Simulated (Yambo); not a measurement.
ScTaPb$_{2}$O$_{6}$ (space group Fm-3m, No. 225): the exchange self-energy on LDA orbitals (Yambo, 2×2×2 mesh) holds the Coulomb divergence, which is integrated with random points (RandQpts).

```json
[
 {"random points": "1,000", "exchange-only gap X → X (eV)": "10.75", "shift of the valence edge (eV)": "-4.44", "gap against the reference (meV)": "-362"},
 {"random points": "10,000", "exchange-only gap X → X (eV)": "11.01", "shift of the valence edge (eV)": "-4.84", "gap against the reference (meV)": "-103"},
 {"random points": "100,000", "exchange-only gap X → X (eV)": "11.13", "shift of the valence edge (eV)": "-5.01", "gap against the reference (meV)": "11"},
 {"random points": "1,000,000", "exchange-only gap X → X (eV)": "11.12", "shift of the valence edge (eV)": "-5.00", "gap against the reference (meV)": "1"},
 {"random points": "5,000,000", "exchange-only gap X → X (eV)": "11.12", "shift of the valence edge (eV)": "-5.00", "gap against the reference (meV)": "reference"}
]
```

From 100,000 points on, the gap stays within 20 meV of the run with most points. The error is statistical; each row is a single draw, so the rows fix no rate of convergence.

Spin-orbit coupling is not included.

Geometry of the Materials Project entry, not relaxed at this level; primitive cell a = 5.8057 Å, b = 5.8057 Å, c = 5.8057 Å, α = 60.00°, β = 60.00°, γ = 60.00°.

The structure is a Materials Project entry; no match was found in the copy of COD used, and its stability was not checked.

A shift is the quasiparticle energy of the state minus its LDA energy.
